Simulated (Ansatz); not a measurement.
RbAu5:
```cif
data_Au5Rb
_chemical_formula_sum 'Rb1 Au5'
_space_group_name_H-M_alt 'P 1'
_space_group_IT_number 1
_cell_length_a 5.84515
_cell_length_b 5.84515
_cell_length_c 4.46058
_cell_angle_alpha 90.000
_cell_angle_beta 90.000
_cell_angle_gamma 120.000
loop_
_space_group_symop_operation_xyz
  'x, y, z'
loop_
_atom_site_label
_atom_site_type_symbol
_atom_site_fract_x
_atom_site_fract_y
_atom_site_fract_z
_atom_site_occupancy
Rb1 Rb 0.00000 0.00000 0.00000 1
Au1 Au 0.33333 0.66667 0.00000 1
Au2 Au 0.66667 0.33333 0.00000 1
Au3 Au 0.50000 0.00000 0.50000 1
Au4 Au 0.50000 0.50000 0.50000 1
Au5 Au 0.00000 0.50000 0.50000 1
```

Relaxed with r²SCAN.

**Question.** Tabulate the valence density and the electron localisation function along the shortest Au–Au contact (2.80 Å), r²SCAN in the plane-wave PAW code Ansatz.

**Answer.** 

```csv
distance from Au (Å),density (e/Å³),ELF
0.28,11.86,0.69
0.42,9.06,0.62
0.56,6.28,0.57
0.70,3.84,0.51
0.84,1.90,0.43
0.98,0.88,0.34
1.12,0.54,0.27
1.26,0.38,0.24
1.40,0.34,0.24
1.54,0.37,0.24
1.68,0.54,0.27
1.82,0.87,0.34
1.96,1.89,0.43
2.10,3.82,0.51
2.24,6.26,0.56
2.38,9.04,0.61
2.52,11.85,0.69
```

The density is the valence pseudo-density with augmentation charge, so density and ELF within about 1 Å of a nucleus are not all-electron values.

Space group P6/mmm. The workflow started from an entry of the Crystallography Open Database (COD). Whether it is the stable phase at ambient conditions was not checked. The cell was relaxed with r²SCAN under the symmetry of its start; its stability against distortions is not shown here. Scalar-relativistic: spin–orbit coupling is off unless named, which matters more the heavier the elements.

Potentials: the later of the program's two PAW sets.
